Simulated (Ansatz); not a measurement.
## How Os (P6_3/mmc) stiffens under pressure

```
Os
1.0
     2.73829    0.00000    0.00000
    -1.36914    2.37143    0.00000
     0.00000    0.00000    4.31602
Os
2
Direct
  0.33333 0.66667 0.25000
  0.66667 0.33333 0.75000
```

This is the zero-pressure cell. At each pressure cell and atoms are relaxed in this structure, and the constants are slopes of the stress at strains of ±0.005 with relaxed ions (the coefficients that govern stability under load). Level: r²SCAN, PAW on Ansatz 0.2.0's default frozen-core files (fitted under PBE), scalar-relativistic; k mesh 20×20×12, strains of ±0.005, Fermi-Dirac smearing of 0.050 eV, cutoff 500 eV. P is the pressure of the relaxed cell, less that of this one.

```csv
P (GPa),V/V₀,C11 (GPa),C12 (GPa),C13 (GPa),C33 (GPa),C44 (GPa)
0.00,1.0000,798.8,230.0,226.2,898.1,274.5
1.01,0.9977,806.9,233.5,229.1,906.8,276.5
1.98,0.9954,814.4,236.9,231.9,915.1,278.5
4.02,?,?,?,?,?,?
7.03,0.9843,853.4,254.2,246.3,958.1,288.4
10.05,0.9780,876.4,264.4,254.8,983.4,294.2
15.01,0.9680,913.6,281.2,268.6,1024.5,303.5
```

Task: Does the bulk modulus from the constants agree with the pressure-volume curve?

Result: A third-order Birch-Murnaghan fit to the volumes shown (F against f, f = [(V₀/V)^(2/3) − 1]/2) gives B₀ = 427.6 GPa and B′ = 4.8. Its −V dP/dV stands beside the Reuss value 1/ΣS_ij (i, j ≤ 3):

```csv
P (GPa),from P(V),from the constants
0.00,427.6,427.9
1.01,432.5,432.7
1.98,437.1,437.3
7.03,460.9,461.0
10.05,475.1,475.0
15.01,498.1,497.7
```

Task: What are the pressure derivatives at zero pressure?

Result: Slopes at V₀ of quadratic fits in −ln(V/V₀) through the first four rows shown, divided by B₀: dC11/dP = 7.9, dC12/dP = 3.5, dC13/dP = 2.9, dC33/dP = 8.6, dC44/dP = 2.0. The mean slopes up to 2.0 GPa are 7.9, 3.5, 2.9, 8.6, 2.0; curvature and scatter of the constants part the two.

Task: Fill the row at 4.02 GPa.

Result: Cubic fits in −ln(V/V₀) through all rows shown give C11 = 830.3, C12 = 243.9, C13 = 237.7, C33 = 932.5, C44 = 282.5 GPa. Computed: V/V₀ = 0.9908, C11 (GPa) = 830.3, C12 (GPa) = 243.9, C13 (GPa) = 237.7, C33 (GPa) = 932.6, C44 (GPa) = 282.5.

Task: Does a shear stiffness soften?

Result: C44 goes from 274.5 to 303.5 GPa; (C11 − C12)/2 goes from 284.4 to 316.2 GPa. Neither ends more than 3 % under its start, and the lattice stays mechanically stable over this range.

Keep in mind: no other phase was computed; many crystals of this kind change structure within this range, and rows or crossings beyond such a change describe a metastable lattice; frozen-core PAW files fitted under PBE, their cores solved anew for the functional of the run; responses of metals move with mesh and smearing; no spin-orbit coupling on heavy atoms; elastic stability says nothing of phonons or of other phases; phonons weren't checked at these pressures.
